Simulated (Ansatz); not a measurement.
BeS:
```
BeS
1.0
    0.00000     2.43426     2.43426
    2.43426     0.00000     2.43426
    2.43426     2.43426     0.00000
S Be
1 1
Direct
  0.75000   0.75000   0.75000
  0.00000   0.00000   0.00000
```

Relaxed with r²SCAN. Special points in fractions of this cell's reciprocal vectors: Γ (0.000, 0.000, 0.000); X (0.500, 0.000, 0.500); U (0.625, 0.250, 0.625); K (0.375, 0.375, 0.750); L (0.500, 0.500, 0.500); W (0.500, 0.250, 0.750).

### Question
List the band energies nearest the valence-band maximum at these points for plane-wave PAW r²SCAN (Ansatz code).

### Answer
In eV from the valence-band maximum; about four levels below and three above (degenerate sets whole), none deeper than 8.9 eV; points with the same levels are listed once.

```tsv
k	below	above
Γ	0.00 0.00 0.00	6.23 6.23 6.23
X	-5.14 -2.68 -2.68	3.59 5.36 13.70 13.70
U	-4.66 -4.14 -2.22	4.85 8.04 11.31
L	-5.89 -1.04 -1.04	6.03 7.11 7.11
W	-4.36 -3.92 -3.36	6.94 8.68 9.20
```

Space group F-43m (zinc blende). The cell was relaxed with r²SCAN under the symmetry of its start; phonons on a q-mesh show no instability.

Potentials: the later of the program's two PAW sets.
